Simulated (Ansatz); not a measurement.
The relaxed structure here is a generated cell of Mo: the first start was made by placing the elements on the sites of a structure type, and the end was not matched to a known phase here, so it may be hypothetical. Known forms of Mo include space group No. 229.

A relaxed cell of Mo (Pm-3n (No. 223)), relaxed on a k-mesh at least as fine as the one used below. The numbers are results of r2SCAN (plane waves to 500 eV, PAW, scalar-relativistic; Ansatz, a first-principles code), not measurements. Γ-centred k-mesh 7×7×7 on the run's cell (coarser than for final values), Fermi–Dirac smearing 0.05 eV.

```yaml
crystal:
  lattice:
    - [5.02760, 0.00000, 0.00000]
    - [0.00000, 5.02760, 0.00000]
    - [0.00000, 0.00000, 5.02760]
  atoms:
    - { symbol: Mo, position: [0.25000, 0.00000, 0.50000] }
    - { symbol: Mo, position: [0.75000, 0.00000, 0.50000] }
    - { symbol: Mo, position: [0.00000, 0.50000, 0.25000] }
    - { symbol: Mo, position: [0.00000, 0.50000, 0.75000] }
    - { symbol: Mo, position: [0.50000, 0.25000, 0.00000] }
    - { symbol: Mo, position: [0.50000, 0.75000, 0.00000] }
    - { symbol: Mo, position: [0.00000, 0.00000, 0.00000] }
    - { symbol: Mo, position: [0.50000, 0.50000, 0.50000] }
```

Every atom was then displaced, and the forces became (eV/Å):

| atom | Fx | Fy | Fz |
|---|---|---|---|
| Mo1 | -0.70 | 0.10 | -0.99 |
| Mo2 | 0.29 | -1.14 | -0.76 |
| Mo3 | -0.45 | 0.25 | -1.12 |
| Mo4 | 0.05 | 0.64 | 2.37 |
| Mo5 | 0.12 | 1.06 | 0.86 |
| Mo6 | 0.51 | -0.20 | -0.57 |
| Mo7 | -0.43 | -0.96 | -0.28 |
| Mo8 | 0.60 | 0.25 | 0.49 |

**Question.** Which atom was moved farthest relative to the others, and in which direction?

**Answer.** Mo4, by (-0.04, -0.02, -0.20) Å (0.20 Å, mean shift removed); the next is Mo2 with 0.12 Å. Its force makes an angle of 166° with its move.

All displacements (Å):

```tsv
atom	ux	uy	uz
Mo1	0.041	-0.062	0.091
Mo2	-0.004	0.045	0.072
Mo3	0.000	-0.024	-0.059
Mo4	-0.057	-0.061	-0.213
Mo5	-0.023	-0.144	-0.057
Mo6	-0.056	-0.093	0.056
Mo7	0.004	0.026	0.062
Mo8	-0.066	-0.044	-0.053
```

**Question.** Estimate the energy cost of the displacement in the harmonic approximation and compare with the calculation.

**Answer.** For a harmonic well ΔE = −½ Σ F·u = 0.543 eV a cell, or 68 meV/atom. The calculated energy relative to the undisplaced cell is +0.07 eV/atom, so the harmonic estimate holds well.

No spin polarisation in the result.

The run that gave the undisplaced cell could not lose the symmetry of its start; a randomly shaken copy of 8 atoms returns to this structure.
